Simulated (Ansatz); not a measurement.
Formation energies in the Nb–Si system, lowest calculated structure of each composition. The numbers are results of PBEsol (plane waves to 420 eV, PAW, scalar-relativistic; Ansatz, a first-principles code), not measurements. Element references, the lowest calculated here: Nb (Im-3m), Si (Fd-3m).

| phase | x(Si) | space group | E_f (eV/atom) |
|---|---|---|---|
| Nb | 0.000 | Im-3m | 0.00 |
| Nb3Si | 0.250 | Pm-3n | -0.42 |
| Nb5Si3 | 0.375 | I4/mcm | -0.73 |
| NbSi2 | 0.667 | P6₂22 | -0.66 |
| Si | 1.000 | Fd-3m | 0.00 |

Q: Construct the convex hull: which compounds lie on it, and how far above it are the others?

A: For Nb3Si a lower structure may exist, so the energies are upper bounds and are not judged. On the hull: NbSi2, Nb5Si3. Nb3Si 0.07 eV/atom above.

This is the hull of the energies calculated here, no anion corrections; phases that were not calculated are missing from it. Values are rounded to 0.01 eV/atom. Not shown to be the ambient phase of their composition (a lower form may be missing, and a cell relaxed within its start's symmetry can be a saddle point): Nb3Si (Pm-3n). The compounds carry no spin polarisation.
